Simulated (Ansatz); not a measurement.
ZrO₂:
```
ZrO2
1.0
    3.60107     0.00000     0.00000
    0.00000     3.60107     0.00000
    0.00000     0.00000     5.22998
Zr O
2 4
Direct
  0.00000   0.00000   0.00000
  0.50000   0.50000   0.50000
  0.00000   0.50000   0.30363
  0.00000   0.50000   0.80363
  0.50000   0.00000   0.19637
  0.50000   0.00000   0.69637
```

r²SCAN in the plane-wave PAW code Ansatz gives a gap of 4.60 eV without spin–orbit coupling, maximum on the M–Γ line, 54 % of the way from M, minimum at Γ.

### Question
What happens when spin–orbit coupling is switched on?

### Answer
The gap is nearly the same, to 4.60 eV; maximum on the M–Γ line, 54 % of the way from M, minimum at Γ.

### Question
Give the electron effective mass with spin–orbit coupling.

### Answer
0.63, 0.63, 2.2 mₑ (principal values).

### Question
Give the hole effective mass with spin–orbit coupling.

### Answer
0.72, 2.1, 8.7 mₑ (principal values).

Space group P4_2/nmc. This is a known high-temperature phase of the composition, computed here at zero pressure and temperature. The r²SCAN relaxation kept the symmetry of its start; its stability against distortions is not shown here. No spin polarisation was allowed.

Potentials: the earlier of the program's two PAW sets.
